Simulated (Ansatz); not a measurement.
Ag2PdO2 in space group Immm (No. 71; Pd on 2a, O on 4j, Ag on 4i), r²SCAN (plane waves, PAW; program Ansatz). The conduction-band minimum lies at Γ, with 1 equivalent valley. Second derivatives d²E/dk² of the lowest band at one valley (eV·Å²), along Cartesian directions:

```csv
direction,d²E/dk²
[100],13.69
[010],17.39
[001],9.166
[110],15.54
[101],11.42
[011],13.28
```

Q: Find the principal effective masses, the density-of-states mass and the conductivity mass.

A: Off-diagonal terms follow from H_xy = H[110] − (H_xx + H_yy)/2, and m*/mₑ = 7.620 eV·Å² over each eigenvalue: 0.44, 0.56, 0.83. One valley's DOS mass (m₁m₂m₃)^(1/3) = 0.59, conductivity mass 3/(Σ 1/mᵢ) = 0.57 mₑ.

Q: What effective density of states Nc follows at 300 K for parabolic valleys?

A: Nc = 2.509e19 × 1 × (0.59)^(3/2) ≈ 1.1e19 cm⁻³.

The workflow started from an entry of the Crystallography Open Database (COD). Whether it is the stable phase at ambient conditions was not checked. The r²SCAN relaxation kept the symmetry of its start; whether a distortion lowers the energy is not shown. No spin polarisation was allowed. Spin–orbit coupling is left out wherever it is not named.

Potentials: the later of the program's two PAW sets.

Edges and masses are those of Kohn–Sham bands, whose gap is no quasiparticle gap.
